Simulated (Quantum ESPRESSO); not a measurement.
## Ti2InIrMo3W (one run as intended and one with a planted mistake)

Computed values, not a measurement. The program is pw.x of Quantum ESPRESSO 7.5 (plane-wave density functional theory). The cell is made up: eight metal atoms on a hexagonal close-packed lattice, with elements, volume, strain and displacements drawn at random and not relaxed, so it may be unstable or far from any real phase. PseudoDojo standard norm-conserving files set the functional (PBE unless stated); there is no spin polarisation or spin-orbit coupling, the Fermi-Dirac width of 0.25 eV means electrons at about 2900 K, and the masses in the input are unused placeholders. Heavy elements are run without spin-orbit coupling, which real alloys of them have. A spin test at this wide smearing found no moment, but such smearing suppresses magnetism that the real alloy may have.

Intended input:

```
&control calculation='scf', pseudo_dir='./dojo.nc.sr.pbe.v0_5.standard.upf', outdir='./o', disk_io='minimal', tprnfor=.true., tstress=.true. /
&system ibrav=0, nat=8, ntyp=5, nbnd=73, ecutwfc=84.00895049, nosym=.true., tot_charge=0,
 occupations='smearing', smearing='fd', degauss=0.0183746611
/
&electrons conv_thr=1.470e-08, electron_maxstep=70, mixing_beta=0.5 /
ATOMIC_SPECIES
In 1.0 In.upf
Ir 1.0 Ir.upf
Mo 1.0 Mo.upf
Ti 1.0 Ti.upf
W 1.0 W.upf
CELL_PARAMETERS angstrom
0.0088 0.0456 -4.594
0.0608 5.0747 -0.0497
5.7918 0.0702 -0.0111
ATOMIC_POSITIONS angstrom
Ti -0.0271 0.0005 -0.0219
In 2.8807 -0.0145 -0.0052
Ir 1.4531 2.5937 -0.0903
Mo 4.4793 2.5793 -0.0667
Mo -0.058 1.7504 -2.3435
W 2.9351 1.7429 -2.289
Mo 1.49 4.2831 -2.3296
Ti 4.5785 4.3554 -2.2975
K_POINTS automatic
5 5 4 1 1 1
```

The log is shortened where brackets say so; the opening notice, blank lines, dates and the lines on written files are dropped, and the path of the files is cut. It prints rydbergs, bohrs and kilobars, and counts compression as positive stress. Its total energy is the free energy E - TS of the whole cell.

Log of the intended run:

```
     Program PWSCF v.7.5
     Parallel version (MPI & OpenMP), running on       4 processor cores
     Number of MPI processes:                 4
     Threads/MPI process:                     1
     [start-up lines left out]
     bravais-lattice index     =            0
     lattice parameter (alat)  =       8.6818  a.u.
     unit-cell volume          =     910.9716 (a.u.)^3
     number of atoms/cell      =            8
     number of atomic types    =            5
     number of electrons       =       110.00
     number of Kohn-Sham states=           73
     kinetic-energy cutoff     =      84.0090  Ry
     charge density cutoff     =     336.0358  Ry
     scf convergence threshold =      1.5E-08
     mixing beta               =       0.5000
     number of iterations used =            8  plain     mixing
     Exchange-correlation= PBE
                           (   1   4   3   4   0   0   0)
     [axes and pseudopotential details left out]
   Cartesian axes
     site n.     atom                  positions (alat units)
         1        Ti     tau(   1) = (  -0.0058987   0.0001088  -0.0047668  )
         2        In     tau(   2) = (   0.6270250  -0.0031561  -0.0011319  )
         3        Ir     tau(   3) = (   0.3162877   0.5645554  -0.0196551  )
         4        Mo     tau(   4) = (   0.9749828   0.5614210  -0.0145182  )
         5        Mo     tau(   5) = (  -0.0126245   0.3809993  -0.5100958  )
         6        W      tau(   6) = (   0.6388659   0.3793668  -0.4982331  )
         7        Mo     tau(   7) = (   0.3243195   0.9322771  -0.5070703  )
         8        Ti     tau(   8) = (   0.9965751   0.9480143  -0.5000833  )
     number of k points=    50  Fermi-Dirac smearing, width (Ry)=  0.0184
                       cart. coord. in units 2pi/alat
        k(    1) = (   0.0978929   0.0883903  -0.0989402), wk =   0.0400000
        k(    2) = (   0.2962301   0.0860175  -0.0985839), wk =   0.0400000
     [further k points left out]
     Dense  grid:    94725 G-vectors     FFT dimensions: (  54,  60,  64)
     Estimated max dynamical RAM per process >     352.59 MB
     Estimated total dynamical RAM >       1.31 GB
     Initial potential from superposition of free atoms
     starting charge     109.9880, renormalised to     110.0000
     Starting wfcs are   79 randomized atomic wfcs
     total cpu time spent up to now is        4.2 secs
     per-process dynamical memory:   273.5 Mb
     Self-consistent Calculation
     iteration #  1     ecut=    84.01 Ry     beta= 0.50
     Davidson diagonalization with overlap
     ethr =  1.00E-02,  avg # of iterations =  2.6
     total cpu time spent up to now is       12.7 secs
     total energy              =   -1172.36880442 Ry
     estimated scf accuracy    <       2.85152841 Ry
     iteration #  2     ecut=    84.01 Ry     beta= 0.50
     Davidson diagonalization with overlap
     ethr =  2.59E-03,  avg # of iterations =  5.3
     total cpu time spent up to now is       23.0 secs
     total energy              =   -1172.81785293 Ry
     estimated scf accuracy    <      16.20880083 Ry
     [iterations 3 to 19 left out]
     iteration # 20     ecut=    84.01 Ry     beta= 0.50
     Davidson diagonalization with overlap
     ethr =  3.49E-11,  avg # of iterations =  1.9
     total cpu time spent up to now is      170.1 secs
     total energy              =   -1173.97766087 Ry
     estimated scf accuracy    <       0.00000002 Ry
     iteration # 21     ecut=    84.01 Ry     beta= 0.50
     Davidson diagonalization with overlap
     ethr =  2.17E-11,  avg # of iterations =  1.0
     total cpu time spent up to now is      177.0 secs
     End of self-consistent calculation
     [lines on levels left out]
!    total energy              =   -1173.97766087 Ry
     estimated scf accuracy    <          5.9E-10 Ry
     smearing contrib. (-TS)   =      -0.14537230 Ry
     internal energy E=F+TS    =   -1173.83228858 Ry
     The total energy is F=E-TS. E is the sum of the following terms:
     one-electron contribution =    -239.18488066 Ry
     hartree contribution      =     182.58683018 Ry
     xc contribution           =    -213.63180571 Ry
     ewald contribution        =    -903.60243239 Ry
     convergence has been achieved in  21 iterations
     Forces acting on atoms (cartesian axes, Ry/au):
     atom    1 type  4   force =     0.03777171   -0.00583612    0.01576570
     atom    2 type  1   force =    -0.00204680    0.01096996    0.01559561
     atom    3 type  2   force =     0.00896183    0.00597441    0.01805660
     atom    4 type  3   force =    -0.02287851   -0.00300052    0.00780150
     atom    5 type  3   force =     0.02339501    0.00847801   -0.00492823
     atom    6 type  5   force =    -0.02063870    0.02186876   -0.01164480
     atom    7 type  3   force =    -0.00198947   -0.03008466   -0.01761309
     atom    8 type  4   force =    -0.02257508   -0.00836984   -0.02303329
     Total force =     0.084411     Total SCF correction =     0.000053
     Computing stress (Cartesian axis) and pressure
          total   stress  (Ry/bohr**3)                   (kbar)     P=      -28.56
  -0.00033737  -0.00000322   0.00001248          -49.63       -0.47        1.84
  -0.00000322  -0.00041198   0.00004672           -0.47      -60.60        6.87
   0.00001248   0.00004672   0.00016681            1.84        6.87       24.54
     init_run     :      3.98s CPU      4.12s WALL (       1 calls)
     electrons    :    168.90s CPU    172.84s WALL (       1 calls)
     forces       :      1.53s CPU      1.55s WALL (       1 calls)
     stress       :      5.35s CPU      5.35s WALL (       1 calls)
     [timing details left out]
     PWSCF        :   2m59.85s CPU   3m 4.01s WALL
     JOB DONE.
```

A second run has one planted mistake: the cell and the positions are scaled by a wrong factor. The input lines that differ:

```
- 0.0088 0.0456 -4.594
- 0.0608 5.0747 -0.0497
- 5.7918 0.0702 -0.0111
+ 0.0087 0.0453 -4.5641
+ 0.0604 5.0417 -0.0494
+ 5.7542 0.0697 -0.011
- Ti -0.0271 0.0005 -0.0219
- In 2.8807 -0.0145 -0.0052
- Ir 1.4531 2.5937 -0.0903
- Mo 4.4793 2.5793 -0.0667
- Mo -0.058 1.7504 -2.3435
- W 2.9351 1.7429 -2.289
- Mo 1.49 4.2831 -2.3296
- Ti 4.5785 4.3554 -2.2975
+ Ti -0.0269 0.0005 -0.0218
+ In 2.862 -0.0144 -0.0052
+ Ir 1.4437 2.5768 -0.0897
+ Mo 4.4502 2.5625 -0.0663
+ Mo -0.0576 1.739 -2.3283
+ W 2.916 1.7316 -2.2741
+ Mo 1.4803 4.2553 -2.3145
+ Ti 4.5487 4.3271 -2.2826
```

Its log:

```
     Program PWSCF v.7.5
     Parallel version (MPI & OpenMP), running on       4 processor cores
     Number of MPI processes:                 4
     Threads/MPI process:                     1
     [start-up lines left out]
     bravais-lattice index     =            0
     lattice parameter (alat)  =       8.6253  a.u.
     unit-cell volume          =     893.3200 (a.u.)^3
     number of atoms/cell      =            8
     number of atomic types    =            5
     number of electrons       =       110.00
     number of Kohn-Sham states=           73
     kinetic-energy cutoff     =      84.0090  Ry
     charge density cutoff     =     336.0358  Ry
     scf convergence threshold =      1.5E-08
     mixing beta               =       0.5000
     number of iterations used =            8  plain     mixing
     Exchange-correlation= PBE
                           (   1   4   3   4   0   0   0)
     [axes and pseudopotential details left out]
   Cartesian axes
     site n.     atom                  positions (alat units)
         1        Ti     tau(   1) = (  -0.0058935   0.0001095  -0.0047762  )
         2        In     tau(   2) = (   0.6270357  -0.0031549  -0.0011393  )
         3        Ir     tau(   3) = (   0.3163003   0.5645513  -0.0196524  )
         4        Mo     tau(   4) = (   0.9749946   0.5614183  -0.0145257  )
         5        Mo     tau(   5) = (  -0.0126196   0.3809976  -0.5101074  )
         6        W      tau(   6) = (   0.6388666   0.3793763  -0.4982327  )
         7        Mo     tau(   7) = (   0.3243190   0.9322939  -0.5070839  )
         8        Ti     tau(   8) = (   0.9965749   0.9480246  -0.5000950  )
     number of k points=    50  Fermi-Dirac smearing, width (Ry)=  0.0184
                       cart. coord. in units 2pi/alat
        k(    1) = (   0.0978924   0.0883894  -0.0989412), wk =   0.0400000
        k(    2) = (   0.2962262   0.0860168  -0.0985867), wk =   0.0400000
     [further k points left out]
     Dense  grid:    92955 G-vectors     FFT dimensions: (  54,  60,  64)
     Estimated max dynamical RAM per process >     346.45 MB
     Estimated total dynamical RAM >       1.29 GB
     Initial potential from superposition of free atoms
     starting charge     109.9880, renormalised to     110.0000
     Starting wfcs are   79 randomized atomic wfcs
     total cpu time spent up to now is        4.6 secs
     per-process dynamical memory:   268.9 Mb
     Self-consistent Calculation
     iteration #  1     ecut=    84.01 Ry     beta= 0.50
     Davidson diagonalization with overlap
     ethr =  1.00E-02,  avg # of iterations =  2.5
     total cpu time spent up to now is       13.6 secs
     total energy              =   -1172.38344410 Ry
     estimated scf accuracy    <       2.82810969 Ry
     iteration #  2     ecut=    84.01 Ry     beta= 0.50
     Davidson diagonalization with overlap
     ethr =  2.57E-03,  avg # of iterations =  5.4
     total cpu time spent up to now is       24.4 secs
     total energy              =   -1172.89266517 Ry
     estimated scf accuracy    <      15.44485106 Ry
     [iterations 3 to 16 left out]
     iteration # 17     ecut=    84.01 Ry     beta= 0.50
     Davidson diagonalization with overlap
     ethr =  1.73E-11,  avg # of iterations =  3.2
     total cpu time spent up to now is      158.9 secs
     total energy              =   -1173.97893449 Ry
     estimated scf accuracy    <       0.00000007 Ry
     iteration # 18     ecut=    84.01 Ry     beta= 0.50
     Davidson diagonalization with overlap
     ethr =  1.73E-11,  avg # of iterations =  1.9
     total cpu time spent up to now is      166.6 secs
     End of self-consistent calculation
     [lines on levels left out]
!    total energy              =   -1173.97893449 Ry
     estimated scf accuracy    <          3.2E-09 Ry
     smearing contrib. (-TS)   =      -0.14233451 Ry
     internal energy E=F+TS    =   -1173.83659998 Ry
     The total energy is F=E-TS. E is the sum of the following terms:
     one-electron contribution =    -230.57101891 Ry
     hartree contribution      =     180.04319341 Ry
     xc contribution           =    -213.79234149 Ry
     ewald contribution        =    -909.51643300 Ry
     convergence has been achieved in  18 iterations
     Forces acting on atoms (cartesian axes, Ry/au):
     atom    1 type  4   force =     0.03806044   -0.00571834    0.01661329
     atom    2 type  1   force =    -0.00119412    0.01136381    0.01656488
     atom    3 type  2   force =     0.01042798    0.00532133    0.02043089
     atom    4 type  3   force =    -0.02612141   -0.00154426    0.00906533
     atom    5 type  3   force =     0.02616910    0.00770692   -0.00591783
     atom    6 type  5   force =    -0.02177367    0.02198512   -0.01364052
     atom    7 type  3   force =    -0.00128469   -0.03044821   -0.01900090
     atom    8 type  4   force =    -0.02428364   -0.00866637   -0.02411515
     Total force =     0.089121     Total SCF correction =     0.000125
     Computing stress (Cartesian axis) and pressure
          total   stress  (Ry/bohr**3)                   (kbar)     P=        7.76
  -0.00009469  -0.00000582   0.00001123          -13.93       -0.86        1.65
  -0.00000582  -0.00018323   0.00004990           -0.86      -26.95        7.34
   0.00001123   0.00004990   0.00043609            1.65        7.34       64.15
     init_run     :      4.20s CPU      4.35s WALL (       1 calls)
     electrons    :    158.50s CPU    162.06s WALL (       1 calls)
     forces       :      1.60s CPU      1.61s WALL (       1 calls)
     stress       :      5.67s CPU      5.67s WALL (       1 calls)
     [timing details left out]
     PWSCF        :   2m50.19s CPU   2m53.95s WALL
     JOB DONE.
```

```
                                            intended run  run with the mistake
                          free energy (eV)    -15972.780            -15972.797
         entropy term -TS, part of it (eV)        -1.978                -1.937
                            pressure (GPa)         -2.86                  0.78
size of the largest force component (eV/Å)         0.971                 0.979
largest change of a force component (eV/Å)                               0.083
                                iterations            21                    18
```

For scale, a rerun of the intended cell at a higher cutoff and on a denser mesh moved values by no more than 0.002 eV in energy, 0.02 GPa in stress and 0.007 eV/Å in force, and a second program with other atomic files agreed on that cell to 2 % rms in force and 0.5 GPa in pressure.